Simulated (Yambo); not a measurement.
CsCaH3 (cubic perovskite, space group Pm-3m, No. 221), G0W0@LDA in Yambo (4×4×4 mesh, plasmon pole; 8 Ry block, no terminator). The number N of bands in W and G is varied.

```json
[
 {"N": "60", "x = 1/N": "0.01667", "gap M → M (eV)": "5.315", "shift of the valence edge (eV)": "-1.083"},
 {"N": "93", "x = 1/N": "0.01075", "gap M → M (eV)": "5.344", "shift of the valence edge (eV)": "-1.299"},
 {"N": "133", "x = 1/N": "0.00752", "gap M → M (eV)": "5.354", "shift of the valence edge (eV)": "-1.415"},
 {"N": "175", "x = 1/N": "0.00571", "gap M → M (eV)": "?", "shift of the valence edge (eV)": "?"}
]
```

Task: Basis-set arguments suggest E = E∞ + A x. Fix A and E∞ from the two rows above the withheld one, predict the row at 175 bands, and test the form.

Result: Gap: A = (5.354 − (5.344))/(0.00752 − 0.01075) = -3.10, E∞ = 5.377 eV, so 5.360 eV is predicted; the run gave 5.360 eV (miss 0 meV). The first two rows have slope -4.90, so the form doesn't hold yet over the whole range. Shift: A = (-1.415 − (-1.299))/(0.00752 − 0.01075) = 35.9, E∞ = -1.685 eV, so -1.480 eV is predicted; the run gave -1.480 eV (miss 0 meV). The first two rows have slope 36.5, within 15 % of that. The other settings are held fixed.

Geometry of the Materials Project entry, not relaxed at this level; primitive cell a = 4.621 Å, b = 4.621 Å, c = 4.621 Å, α = 90.00°, β = 90.00°, γ = 90.00°.

The structure is a Materials Project entry; no match was found in the copy of COD used, and its stability was not checked.

A shift is the quasiparticle energy of the state minus its LDA energy.
